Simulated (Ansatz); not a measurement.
Ti₅Si:
Space group R32, hexagonal axes (No. 155); a = 4.9143 Å, b = 4.9143 Å, c = 13.0990 Å, α = 90.00°, β = 90.00°, γ = 120.00°

```json
[
 {"atom": "Ti", "site": "6c", "symmetry": "3.", "x": "0.0000", "y": "0.0000", "z": "0.1511"},
 {"atom": "Ti", "site": "9d", "symmetry": ".2", "x": "0.0000", "y": "0.6045", "z": "0.0000"},
 {"atom": "Si", "site": "3b", "symmetry": "32", "x": "0.0000", "y": "0.0000", "z": "0.5000"}
]
```
(The calculation used a cell of 6 atoms; values per cell refer to that cell.)

This is the LDA-relaxed structure.

Question: All from plane-wave PAW LDA (Ansatz code), unless another level is named. Give the electronic character.

Answer: metallic (no gap).

Question: Give the density of states at the Fermi level.

Answer: 0.83 states/eV per atom (mean over ±0.08 eV).

Question: What about the formation energy from the elements (no fitted shifts)?

Answer: -0.32 eV/atom.

The first step of the workflow began from a Materials Project structure, measured or hypothetical; the Crystallography Open Database copy checked does not list it. Its standing as an ambient phase is unchecked. Symmetry was held in the LDA relaxation; of distortions, only those at the zone centre were tested. The run is not spin-polarised. The references are the lowest solids computed at this level, not always the standard phases.

Potentials: the later of the program's two PAW sets.
